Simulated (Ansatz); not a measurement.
Pressure against volume in Cd4SeS3

The cell was found from a structure generator's guess, not taken from experiment.

The calculation used DFT PBE, scalar-relativistic, plane waves, PAW (Ansatz). The final run on the 8-atom cell used 420 eV, a Γ-centred 6×6×6 mesh, 0.02 eV smearing and no spin polarisation.

```
Cd Se S
1.0
    -2.99647    2.99647    5.98915
     2.99647   -2.99647    5.98915
     2.99647    2.99647   -5.98915
Cd Se S
4 1 3
Direct
  0.88510 0.37076 0.00000
  0.37076 0.88510 0.00000
  0.11490 0.11490 0.48565
  0.62924 0.62924 0.51435
  0.50000 0.50000 0.00000
  0.75000 0.25000 0.50000
  0.25000 0.75000 0.50000
  0.00000 0.00000 0.00000
```

The cell was set to several volumes, with shape and atoms relaxed at each where symmetry leaves them free. Pressure is positive in compression, and energies count from the lowest row.

| row | V (Å³/atom) | P (GPa) | ΔE (meV/atom) | gap on mesh (eV) |
| --- | --- | --- | --- | --- |
| 1 | 23.661 | 8.81 | 79.1 | 1.15 |
| 2 | 24.468 | 6.03 | 41.9 | 1.09 |
| 3 | 25.274 | ? | ? | ? |
| 4 | 26.081 | 1.70 | 4.2 | 0.95 |
| 5 | 26.888 | 0.03 | 0.0 | 0.89 |
| 6 | 27.694 | -1.39 | 3.5 | 0.82 |
| 7 | 28.501 | -2.58 | 13.6 | 0.76 |
| 8 | 29.576 | -3.89 | 35.5 | 0.67 |

Task: Find B = −V·ΔP/ΔV from rows 4 and 6 and from rows 1 and 2, and from the two its slope B′ and its value B0 at zero pressure.

Result: Rows 4 and 6 give −(26.081 + 27.694)/2 × (-1.39 − (1.70))/(27.694 − 26.081) = 51.5 GPa at a mean pressure of 0.16 GPa. Rows 1 and 2 give −(23.661 + 24.468)/2 × (6.03 − (8.81))/(24.468 − 23.661) = 82.9 GPa at a mean pressure of 7.42 GPa. So B′ = (82.9 − 51.5)/(7.42 − (0.16)) = 4.33 and B0 = 51.5 − 4.33 × (0.16) = 50.8 GPa. A third-order Birch–Murnaghan fit to all the energies gives B0 = 51.0 GPa and B′ = 4.6.

Task: Estimate the pressure and energy of row 3.

Result: From row 5, V0 = 26.888 × (1 + (0.03)/50.8) = 26.904 Å³/atom. Murnaghan's form P = (B0/B′)·[(V0/V)^B′ − 1] gives (50.8/4.33) × [(26.904/25.274)^4.33 − 1] = 3.65 GPa; the computed pressure is 3.68 GPa, so the estimate is off by -0.03 GPa. The work of compression from row 4, with the mean of the two pressures, gives ΔE = 4.2 + (3.65 + 1.70)/2 × (26.081 − 25.274)/160.2 × 1000 = 17.7 meV/atom (1 eV/Å³ = 160.2 GPa); the computed value is 17.6 meV/atom.

Task: Fit the gap against pressure through the other rows and estimate it at the computed pressure of row 3.

Result: Over the 7 rows the mean pressure is 1.2443 GPa and the mean gap is 0.904 eV. The sums of products of deviations are S_xx = 129.8 and S_xy = 4.763, so the slope is 4.763/129.8 = 0.03669 (r = 0.99, rms misfit 0.03 eV). At 3.68 GPa the line gives 0.904 + (0.03669) × (3.68 − 1.2443) = 0.99 eV. The computed value is 1.02 eV, so the line is off by -0.03 eV, no more than the largest miss among the fitted rows (0.05 eV).

Kohn–Sham gaps at this level usually fall short of measured ones. All volumes keep the k mesh of the relaxed cell. A later test with randomly moved atoms came back to the same energy, though modes that don't fit the test's cell weren't probed.
